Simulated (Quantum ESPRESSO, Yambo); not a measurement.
**Levels of theory for the gap of Ba2WZnO6**

Ba2WZnO6 (space group Fm-3m, No. 225): one geometry, one set of PBEsol (Quantum ESPRESSO, PseudoDojo norm-conserving, 84 Ry, no spin-orbit coupling) orbitals, self-energies from Yambo (2×2×2 Γ-centred k mesh, bands 6 to 222 and a 7 Ry block in the screening, 222 bands in G with the Bruneval-Gonze terminator, plasmon pole fitted at 27.2 eV).

The geometry is that of Materials Project entry mp-548615, symmetrised and not relaxed again.

| level | gap Γ → X (eV) | direct gap at X (eV) | rough Yambo cost |
|---|---|---|---|
| PBEsol (Quantum ESPRESSO) | 2.88 | 2.93 | – |
| exchange only (Hartree-Fock self-energy on PBEsol orbitals) | 13.43 | 13.45 | about 1/8 (6 states) |
| static COHSEX@PBEsol | 5.06 | 5.10 | within a factor of two (3 states) |
| G0W0@PBEsol, plasmon pole | 4.44 | 4.49 | 1 (6 states) |
| G0W0@PBEsol, multipole fit to 8 frequencies, no terminator | 4.47 | 4.53 | within a factor of two (3 states) |
| G0W0@PBEsol, plasmon pole, no terminator | 4.49 | 4.56 | about 1/6 (3 states, screening reused) |

Bare exchange has no screening and gives the widest gap; static COHSEX screens it but leaves out the frequency dependence, which G0W0 restores. All rows use the PBEsol edge points; in the exchange only run other k points give a smaller gap, 13.35 eV.

Costs are rough ratios of core time on shared machines.

Nearest settings tried, and what they do to the gap: 151 bands in G: +8 meV; 151 bands in W, 151 bands in G: +58 meV; 6 Ry block (283 vectors against 331): -0 meV. Not varied: mesh. So the settings aren't converged at that level. Oxides, nitrides and fluorides with a shallow 3d shell are known to need far more bands and larger blocks. The k mesh is coarse.

Without spin-orbit coupling, band edges of such heavy elements can be off by tenths of an eV.
